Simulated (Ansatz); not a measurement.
# Wurtzite alloy of AlN and SiC (6 of 48 Al sites, 6 of 48 N sites exchanged), 96 atoms

Ansatz, PAW, plane waves. PBEsol relaxation of cell lengths and atoms (angles held) at the single k point (¼, ¼, ¼) without its symmetry partners; single points on the relaxed atoms at the single k point (¼, ¼, ¼) without its symmetry partners, onto which points of the small cell's zone fold. Arrangement: random. No spin–orbit coupling unless named.

Relaxed structure:

```
Al Si N C
1.0
     9.35190    0.00000    0.00000
     0.00000   10.79345    0.00000
     0.00000    0.00000    9.98050
Al Si N C
42 6 42 6
Direct
  0.16848 0.08562 0.24902
  0.00093 0.33228 0.25082
  0.00155 0.33370 0.74438
  0.49840 0.08557 0.24586
  0.50119 0.08097 0.74594
  0.33189 0.33314 0.25199
  0.33144 0.33432 0.75130
  0.16346 0.58079 0.24980
  0.16576 0.58625 0.74901
  0.99998 0.83575 0.24152
  0.99734 0.83203 0.74679
  0.83368 0.08582 0.24846
  0.83132 0.08149 0.75106
  0.66725 0.33281 0.25036
  0.66686 0.33370 0.75137
  0.50167 0.58212 0.25007
  0.49859 0.58328 0.75017
  0.33864 0.83289 0.75011
  0.83341 0.57853 0.25072
  0.83586 0.58355 0.74867
  0.67033 0.83063 0.24097
  0.66509 0.83079 0.75252
  0.00044 0.16323 0.50117
  0.00000 0.16628 0.99528
  0.33307 0.16791 0.49739
  0.33367 0.16882 0.99728
  0.16574 0.41661 0.50135
  0.16618 0.41689 0.99999
  0.00028 0.66391 0.49437
  0.66574 0.16901 0.49850
  0.66560 0.16672 0.99753
  0.50010 0.41675 0.49985
  0.49702 0.41374 0.00184
  0.33153 0.66457 0.50107
  0.16931 0.91456 0.99711
  0.83438 0.41568 0.50138
  0.83683 0.41490 0.99923
  0.66919 0.66536 0.50026
  0.67104 0.66577 0.00249
  0.50499 0.92037 0.49576
  0.50208 0.91582 0.99891
  0.83318 0.91793 0.99993
  0.16780 0.08458 0.74891
  0.33163 0.83529 0.24783
  0.99868 0.67187 0.00438
  0.33214 0.66889 0.99985
  0.16598 0.91998 0.49666
  0.83280 0.91855 0.49739
  0.00329 0.16290 0.18529
  0.00954 0.15698 0.69517
  0.32821 0.16907 0.18843
  0.31879 0.16432 0.69092
  0.16974 0.41706 0.18783
  0.16843 0.42081 0.69456
  0.00169 0.66750 0.68396
  0.66921 0.16767 0.18976
  0.67110 0.16859 0.68912
  0.49778 0.41720 0.19190
  0.49838 0.41656 0.69166
  0.33430 0.67682 0.18381
  0.33215 0.66894 0.68966
  0.17972 0.91609 0.19207
  0.17095 0.92529 0.67835
  0.83264 0.41328 0.18763
  0.83286 0.41696 0.69404
  0.66539 0.66153 0.19343
  0.66619 0.66311 0.68994
  0.48884 0.90727 0.19855
  0.49921 0.91129 0.68325
  0.83415 0.92149 0.19438
  0.83313 0.91618 0.67414
  0.16464 0.07165 0.44073
  0.16651 0.08022 0.92630
  0.00320 0.33282 0.93688
  0.33322 0.33632 0.44255
  0.33003 0.33637 0.93968
  0.16967 0.58533 0.43962
  0.17027 0.59152 0.94579
  0.00243 0.84407 0.44573
  0.83612 0.07286 0.44333
  0.83602 0.08606 0.93820
  0.66614 0.33743 0.44074
  0.66662 0.33917 0.94098
  0.49823 0.58808 0.43999
  0.48563 0.58532 0.94596
  0.31846 0.83345 0.43117
  0.33251 0.82212 0.94155
  0.83261 0.58415 0.44198
  0.84728 0.58277 0.94075
  0.68110 0.83432 0.43929
  0.99926 0.66654 0.18650
  0.00078 0.32872 0.44390
  0.49914 0.08507 0.43883
  0.49649 0.08310 0.93918
  0.00384 0.82849 0.93886
  0.66763 0.83019 0.94351
```

What are the mean bond lengths by pair (pairs within 1.2 times the sum of covalent radii, less contacts 15 % beyond the pair's median; cation–cation pairs of compounds aside; long ionic contacts are cut short by that bound)?

Al–C 1.904 ± 0.022 Å (standard deviation, 22 bonds); Al–N 1.914 ± 0.043 Å (standard deviation, 146 bonds); C–Si 1.816 ± 0.003 Å (standard deviation, 2 bonds); N–Si 1.797 ± 0.046 Å (standard deviation, 22 bonds).

What gap lies between the top filled and the lowest empty level in the single points?

HSE06 4.53 eV (46 s on NVIDIA H100). Away from Γ this isn't the crystal's band gap.
